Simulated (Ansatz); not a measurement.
TlSrI3, cubic perovskite, relaxed with r2SCAN, was run in the PAW code Ansatz under altered settings. All numbers are computed, without spin polarisation but where a row says otherwise.

```yaml
crystal:
  lattice:
    - [6.36064, 0.00000, 0.00000]
    - [0.00000, 6.36064, 0.00000]
    - [0.00000, 0.00000, 6.36064]
  atoms:
    - { symbol: Tl, position: [0.00000, 0.00000, 0.00000] }
    - { symbol: Sr, position: [0.50000, 0.50000, 0.50000] }
    - { symbol: I, position: [0.50000, 0.50000, 0.00000] }
    - { symbol: I, position: [0.50000, 0.00000, 0.50000] }
    - { symbol: I, position: [0.00000, 0.50000, 0.50000] }
```

The base run's other keys:
```yaml
kpoints:
  mp_grid: { grid: [2, 2, 2] }
hamiltonian:
  xc: hse06
scf:
  occupations: { method: fixed }
  n_extra_bands: 5
```

It takes 12 iterations with 4945 plane waves at 420 eV and 4 k points, and leaves a mean stress of +0.36 GPa. The gap over this mesh is 3.412 eV. It ran on 4 threads of Arm Neoverse N1, with other jobs on the host.

Outcomes, with energy and stress as changes against the base:

| setting | outcome | ΔF (meV/atom) | Δ mean stress (GPa) | gap on the mesh (eV) | iterations | wall time |
| --- | --- | --- | --- | --- | --- | --- |
| scf.exx.q_mesh: [2, 2, 2] | converged | 0.0 | 0.0 | 3.412 | 12 | 31 s |
| PBE hybrid, exx coeff 0.05, unscreened | converged | – | +0.1 | 2.826 | 10 | 27 s |
| PBE hybrid, exx coeff 1.5, omega 0.5 1/Å | refused | – | – | – | – | 0.04 s |
| scf.mixing.ndim: 2 | converged | 0.0 | 0.0 | 3.412 | 12 | 30 s |

A dash marks a value that wasn't obtained or can't be compared. Stress is positive in compression. The base took 31 s. The base's mesh is coarse for a hybrid, so its own values aren't converged.

- PBE hybrid, exx coeff 0.05, unscreened. That is 5 % exact exchange, at all ranges, against HSE06's 25 % screened at 0.208 1/Å. The mean stress moves by +0.1 GPa and the gap on the mesh by -0.585 eV (to 2.826). Totals of different functionals aren't comparable.
- PBE hybrid, exx coeff 1.5, omega 0.5 1/Å. The program doesn't start. Error: invalid value for `hamiltonian.xc.exx.coeff`: must be finite and in (0, 1]; got 1.5

Within 1 meV an atom, 0.1 GPa and 0.005 eV of the base stay: scf.exx.q_mesh: [2, 2, 2]; scf.mixing.ndim: 2.

Spin-orbit coupling is left out; in compounds of Pb, Bi, Tl or Hg it can lower a gap by up to about 1 eV, split its edges or invert the bands.

The stress of a hybrid is loosely converged in these runs.

The meshes of the hybrids are coarse, so their gaps aren't converged to the digits shown.
